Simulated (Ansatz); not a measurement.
## A short bond in As (hcp type)

```yaml
crystal:
  lattice:
    - [3.00317, 0.00000, 0.00000]
    - [-1.50158, 2.60082, 0.00000]
    - [0.00000, 0.00000, 4.86513]
  atoms:
    - { symbol: As, position: [0.33333, 0.66667, 0.25000] }
    - { symbol: As, position: [0.66667, 0.33333, 0.75000] }
```

The cell is a prototype at a set volume, not relaxed; it needn't be the stable phase.

Its shortest bond, of 2.987 Å between atom 1 (As) and the nearest image of atom 2 (As), is scaled by moving both atoms along it, with the cell held. The force apart is half the difference of the two atoms' forces along the bond; it holds the pull and push of their other neighbours too.

Level of theory: DFT with LDA, scalar-relativistic, in Ansatz 0.2.0; a Γ-centred 11×11×6 k mesh, Fermi–Dirac smearing of 0.05 eV, no spin polarisation. LAPW: all electrons, basis error target 1 meV/atom; PAW: frozen-core files, cutoff 420 eV; crystal datasets: all electrons, by PAW datasets that the program makes for each cell.

Energies are extrapolated to zero smearing and count from the unscaled cell; pressure is positive in compression; gaps take the mesh and a band path. No temperature or zero-point motion is included.

The PAW files were made under PBE.

```json
{"bond (Å)": "2.987", "force apart (eV/Å)": "0.00", "P LAPW (GPa)": "-4.38", "ΔE LAPW (eV/atom)": "0.000", "P PAW − LAPW (GPa)": "-0.03", "ΔE PAW − LAPW (meV/atom)": "0.0", "force PAW − LAPW (eV/Å)": "0.000"}
{"bond (Å)": "2.091", "force apart (eV/Å)": "5.41", "P LAPW (GPa)": "22.0", "ΔE LAPW (eV/atom)": "0.434", "P PAW − LAPW (GPa)": "-0.01", "ΔE PAW − LAPW (meV/atom)": "-0.6", "force PAW − LAPW (eV/Å)": "0.003"}
{"bond (Å)": "1.912", "force apart (eV/Å)": "12.54", "P LAPW (GPa)": "42.7", "ΔE LAPW (eV/atom)": "1.204", "P PAW − LAPW (GPa)": "-0.01", "ΔE PAW − LAPW (meV/atom)": "0.1", "force PAW − LAPW (eV/Å)": "-0.001"}
{"bond (Å)": "1.733", "force apart (eV/Å)": "?", "P LAPW (GPa)": "?", "ΔE LAPW (eV/atom)": "2.860", "P PAW − LAPW (GPa)": "-1.00", "ΔE PAW − LAPW (meV/atom)": "-12.2", "force PAW − LAPW (eV/Å)": "-0.407"}
```

(1) Fill in "P LAPW (GPa)" for the row "1.733".

(2) Fill in "force apart (eV/Å)" for the row "1.733".

(3) At the last bond length, how far do crystal datasets lie from LAPW in pressure and in the largest force component?

(4) How do the Löwdin populations by LAPW change from the unscaled cell to the last row, on the two atoms of the bond?

## Answers

(1) 77.2.

(2) 25.82.

(3) crystal datasets: 0.00 GPa, 0.001 eV/Å, on a LAPW pressure of 77.2 GPa.

(4) As1 4s 1.91 → 1.65, As1 4p 3.04 → 3.28, As2 4s 1.91 → 1.65, As2 4p 3.04 → 3.28 electrons an atom. These are projections on the shells that the free atoms fill; 0.10 e a cell lies outside them at the start and 0.20 e at the end.
